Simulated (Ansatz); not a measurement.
ZrB2, one cell by several methods

```
CELL_PARAMETERS angstrom
3.16500 0.00000 0.00000
-1.58250 2.74097 0.00000
0.00000 0.00000 3.52000
ATOMIC_POSITIONS crystal
Zr 0.00000 0.00000 0.00000
B 0.33333 0.66667 0.50000
B 0.66667 0.33333 0.50000
```

Atoms are numbered in the order listed.

The cell comes from COD entry 1510856, which wasn't checked; take it as a given geometry.

Levels of theory: DFT, LDA, PAW with Ansatz's default frozen-core files, scalar-relativistic (Ansatz 0.2.0); DFT, LDA, all-electron LAPW, scalar-relativistic (Ansatz 0.2.0).

For PAW: a Γ-centred 12×12×9 k mesh, Fermi–Dirac smearing of 0.05 eV, cutoff 420 eV, no spin polarisation; the PAW files were made with PBE, and the program remakes their frozen cores for this functional. LAPW targets a basis error of 1 meV/atom. The Ansatz runs share mesh, smearing and spin set-up. Plane-wave (PAW) pressures include the program's estimate of the Pulay term.

Stress and pressure are positive in compression.

Levels count from the Fermi level.

PAW results:

```csv
quantity,PAW
pressure (GPa),-7.28
stress xx (GPa),-7.68
stress zz (GPa),-6.46
highest filled level at A (eV),-1.040
lowest empty level at A (eV),0.226
highest filled level at K (eV),-2.522
lowest empty level at K (eV),1.500
```

**Question.** What does LAPW (all electrons) give for the same quantities?

**Answer.** 
| quantity | LAPW |
| --- | --- |
| pressure (GPa) | -7.28 |
| stress xx (GPa) | -7.70 |
| stress zz (GPa) | -6.42 |
| highest filled level at A (eV) | -1.041 |
| lowest empty level at A (eV) | 0.226 |
| highest filled level at K (eV) | -2.522 |
| lowest empty level at K (eV) | 1.500 |
